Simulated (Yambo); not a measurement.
Consider the following.

```
CELL_PARAMETERS angstrom
      3.20196    -3.20810     0.00000
      3.20196     3.20810     0.00000
      0.00000     0.00000     4.52439
ATOMIC_POSITIONS crystal
  F  0.00000 0.50000 0.00000
  F  0.50000 0.00000 0.00000
  F  0.50000 0.50000 0.50000
  K  0.00000 0.00000 0.50000
  Hg 0.50000 0.50000 0.00000
```

Workflow: PBEsol (pw.x of Quantum ESPRESSO, ONCV potentials, with spin-orbit coupling), then G0W0 in Yambo (2×2×2 Γ-centred k mesh, bands 9 to 284 and a 7 Ry block in the screening, 284 bands in G with the Bruneval-Gonze terminator, plasmon pole fitted at 27.2 eV).

Q: Give the PBEsol and G0W0 gaps between the band edges found on this mesh, and say where the edges lie.

A: Edges: (-0.5, -0.5, -0.5) → Γ. PBEsol: 0.30 eV; G0W0: 2.21 eV. Nearest settings tried, and what they do to the gap: 190 bands in G: +17 meV; 190 bands in W, 190 bands in G: +107 meV; 6 Ry block (175 vectors against 191): +6 meV. Not varied: mesh. So the settings aren't converged at that level. The k mesh is coarse. 

Geometry of the Materials Project entry, not relaxed at this level.
